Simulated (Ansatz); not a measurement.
**Two states of EuPSe**

```
CELL_PARAMETERS angstrom
4.15505 0.00000 0.00000
0.00000 4.15505 0.00000
0.00000 0.00000 8.60771
ATOMIC_POSITIONS crystal
P 0.00000 0.00000 0.00000
P 0.50000 0.50000 0.00000
Se 0.50000 0.00000 0.64350
Se 0.00000 0.50000 0.35650
Eu 0.50000 0.00000 0.26100
Eu 0.00000 0.50000 0.73900
```

Level: PBE; 420 eV; 4×4×2 (shifted by 0.5, 0.5, 0.5 steps) mesh; fermi-dirac occupations (width 0.1402 eV); Ansatz 0.2.0, fixed geometry.

State A: Eu5 along (0.00, 0.00, 1.00), Eu6 along (0.00, 0.00, -1.00) (spinors with spin-orbit coupling). State B: Eu5 along (0.00, 0.00, 1.00), Eu6 along (0.00, 0.00, 1.00) (spinors with spin-orbit coupling).

Problem. Compare the two self-consistent states.

Solution. State A is lower by 4.3 meV an atom at zero smearing; in free energy at this smearing B lies +2.3 meV an atom from A. So small a gap isn't resolved on this mesh where a state is a metal.

```tsv
state	free energy (meV/atom)	largest moment in a small sphere (μB)	net moment (μB/cell)	gap on mesh (eV)	pressure (GPa)	largest force (eV/Å)
A	0.0	6.08	0.00	metal	-5.0	0.65
B	2.3	6.06	12.37	metal	-5.0	0.67
```

Origin: a known structure type with other elements, at an estimated volume, so it need not be a known compound. Caveats: the k mesh is coarse if the cell is a metal; the SCF threshold is loose for a stress; f shells without a U or exact exchange are poorly placed.
